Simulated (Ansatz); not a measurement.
## Debugging a calculation of In$_{3}$Se

The input below was meant for crystalline In$_{3}$Se, with PBEsol, plane waves and PAW in Ansatz.

```yaml
crystal:
  lattice:
    - [4.803758, 0.0, 0.0]
    - [0.0, 4.803758, 0.0]
    - [0.0, 0.0, 4.803758]
  atoms:
    - { symbol: In, position: [0.0, 0.5, 0.5] }
    - { symbol: In, position: [0.5, 0.0, 0.5] }
    - { symbol: In, position: [0.5, 0.5, 0.0] }
    - { symbol: Se, position: [0.0, 0.0, 0.0] }
basis:
  ecutwfc: 420
kpoints:
  mp_grid: { grid: [10, 10, 10] }
hamiltonian:
  xc: pbesol
scf:
  occupations: { method: gaussian, width: 0.1 }
output:
  forces: true
  stress: true
  eigenvalues: true
magnetization:
  spin_orbit: true
```

Command:

```bash
ansatz run input.yaml --threads 1 --pin off --max-ram 2560MiB --backend cpu --events-out ev --progress --plain --runs-dir out
```

Output, shortened:

```text
Error: inconsistent input (magnetization.spin_orbit, magnetization.noncollinear): true requires noncollinear: true — spin–orbit coupling acts on 2-spinor wavefunctions; set both flags
```

Problem. What is the cause?
A. A Hubbard U on a shell that the atom lacks
B. Spin-orbit coupling without non-collinear spin
C. A key that the program doesn't know
D. Plain mixing at a large step in a long cell
E. No spin polarisation on a magnet

Solution. B. The coupling acts on two-component spinors. The cure is the spin-orbit key removed, as no coupling was intended (to keep it, non-collinear spin must be switched on).

Mended input, as a difference:

```diff
-magnetization:
-  spin_orbit: true
```

Result of the mended run: a pressure of -2.99 GPa, no gap.

The mended run took 18 s on 1 thread of Arm Neoverse V1, on a shared host, peak memory 0.44 GiB.